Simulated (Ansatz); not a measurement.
MoP$_{2}$:
```
MoP2
1.0
    1.55467    -5.54312     0.00000
    1.55467     5.54312     0.00000
    0.00000     0.00000     4.93191
Mo P
2 4
Cartesian
  1.55467  -4.50921   2.45588
  1.55467   4.50921   4.92183
  1.55467  -0.77439   1.87260
  1.55467   0.77439   4.33856
  1.55467   2.25109   0.97338
  1.55467  -2.25109   3.43933
```

Relaxed with LDA. Special points in fractions of this cell's reciprocal vectors: Γ (0.000, 0.000, 0.000); Y (-0.500, 0.500, 0.000); C0 (-0.270, 0.730, 0.000); Σ0 (0.270, 0.270, 0.000); Z (0.000, 0.000, 0.500); A0 (0.270, 0.270, 0.500); E0 (-0.270, 0.730, 0.500); T (-0.500, 0.500, 0.500); S (0.000, 0.500, 0.000); R (0.000, 0.500, 0.500).

**Question.** List the band energies nearest the Fermi level at these points for LDA (plane waves, PAW; program Ansatz).

**Answer.** In eV from the Fermi level; about four levels below and three above (degenerate sets whole), none deeper than 8.9 eV; points with the same levels are listed once.

```
k                     below                above
--  -----------------------  -------------------
Γ   -2.01 -1.44 -1.21 -0.84       0.39 1.10 1.43
Y   -1.08 -1.04 -0.58 -0.27       0.68 1.09 2.30
C0  -3.13 -2.70 -2.14 -1.71       0.08 1.59 1.72
Z   -1.06 -1.06 -0.27 -0.27  1.04 1.04 2.26 2.26
A0  -3.00 -3.00 -1.15 -1.15  1.89 1.89 2.22 2.22
T   -1.60 -1.60 -1.07 -1.07  1.21 1.21 2.69 2.69
S   -3.29 -2.75 -2.35 -1.40       0.17 1.09 1.97
R   -3.09 -3.09 -1.00 -1.00  1.33 1.33 2.32 2.32
```

Space group Cmc2_1. The workflow started from a Materials Project entry (that database holds measured and hypothetical structures alike); the Crystallography Open Database copy checked does not list it. Its standing as an ambient phase is unchecked. The cell was relaxed with LDA under the symmetry of its start; of distortions, only those at the zone centre were tested. No spin polarisation was allowed. Spin–orbit coupling is left out wherever it is not named.

Potentials: the earlier of the program's two PAW sets.
